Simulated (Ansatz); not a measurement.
H:
```yaml
crystal:
  lattice:
    - [2.80474, 0.00000, 0.00000]
    - [0.00000, 4.50961, 0.00000]
    - [0.00000, 0.00000, 4.76846]
  atoms:
    - { symbol: H, position: [0.59501, 0.45754, 0.38617] }
    - { symbol: H, position: [0.40499, 0.95754, 0.11383] }
    - { symbol: H, position: [0.90499, 0.54246, 0.88617] }
    - { symbol: H, position: [0.09501, 0.04246, 0.61383] }
    - { symbol: H, position: [0.90291, 0.95552, 0.53224] }
    - { symbol: H, position: [0.09709, 0.45552, 0.96776] }
    - { symbol: H, position: [0.59709, 0.04448, 0.03224] }
    - { symbol: H, position: [0.40291, 0.54448, 0.46776] }
```

Relaxed with LDA. Special points in fractions of this cell's reciprocal vectors: Γ (0.000, 0.000, 0.000); X (0.500, 0.000, 0.000); S (0.500, 0.500, 0.000); Y (0.000, 0.500, 0.000); Z (0.000, 0.000, 0.500); U (0.500, 0.000, 0.500); R (0.500, 0.500, 0.500); T (0.000, 0.500, 0.500).

Question: List the band energies nearest the valence-band maximum at these points for plane-wave PAW LDA (Ansatz code).

Answer: In eV from the valence-band maximum; about four levels below and three above (degenerate sets whole), none deeper than 8.9 eV; points with the same levels are listed once.

| k | below | above |
|---|---|---|
| Γ | -4.59 -1.41 -1.26 -0.09 | 7.67 8.37 12.09 |
| X | -1.50 -1.50 -0.11 -0.11 | 9.23 9.23 10.48 10.48 |
| S | -0.81 -0.81 -0.80 -0.80 | 9.07 9.07 9.18 9.18 |
| Y | -3.28 -3.28 -0.73 -0.73 | 8.61 8.61 12.51 12.51 |
| Z | -3.41 -3.41 -0.55 -0.55 | 9.30 9.30 12.07 12.07 |
| U | -1.24 -1.24 -0.35 -0.35 | 8.12 8.12 10.41 10.41 |
| R | -0.74 -0.74 -0.74 -0.74 | 8.09 8.09 8.09 8.09 |
| T | -2.32 -2.32 -2.13 -2.13 | 10.92 10.92 11.78 11.78 |

Space group P2_12_12_1. The first step of the workflow began from a Materials Project structure, measured or hypothetical; the Crystallography Open Database copy checked does not list it. It is not the usual solid phase (space group No. 194). The LDA relaxation kept the symmetry of its start; whether a distortion lowers the energy is not shown. The substance is a gas or liquid at ambient conditions. A crystal of weakly bound units computed without a dispersion correction: the cell and the soft elastic constants depend strongly on that.

Potentials: the later of the program's two PAW sets.
